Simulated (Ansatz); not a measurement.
**Cutoff convergence: HgTe**

System: HgTe (zinc blende type, first atom moved by 0.06 Å along [111]), 2 atoms in the cell.

```
Hg Te
1.0
     0.00000    3.33000    3.33000
     3.33000    0.00000    3.33000
     3.33000    3.33000    0.00000
Hg Te
1 1
Cartesian
  0.0346 0.0346 0.0346
  1.6650 1.6650 1.6650
```

The calculation used HSE06, plane waves, PAW datasets (generated soft set 1) (Ansatz).

Exchange singularity: Wigner-Seitz; k-mesh 4×4×4 Γ-centred; Fermi–Dirac smearing of 0.1 eV; no spin polarisation; no spin–orbit coupling.

```
cutoff (eV)  E − E(top) (meV/atom)  pressure at fixed basis (GPa)  corrected pressure (GPa)  rms force change (meV/Å)
        280                  196.8                          -9.57                     -0.93                       8.3
        300                   66.0                          -4.44                     -1.14                       6.4
        320                   19.8                          -2.18                     -1.14                       2.7
        340                    7.6                          -1.41                     -1.14                       1.1
        380                    4.4                          -1.18                     -1.15                       0.3
        420                    2.8                          -1.22                     -1.16                       0.2
        480                    0.7                          -1.19                     -1.17                       0.2
        560                    0.0                          -1.17                     -1.17                       0.0
```

Against the 560 eV run, total energies lie within 1 meV/atom from 480 eV on. Forces lie within 5 meV/Å (rms) from 320 eV on. The pressure at a fixed basis moves by -8.40 GPa at 280 eV.

The k-mesh is coarse, so these values belong to this mesh and can lie far from the converged ones.
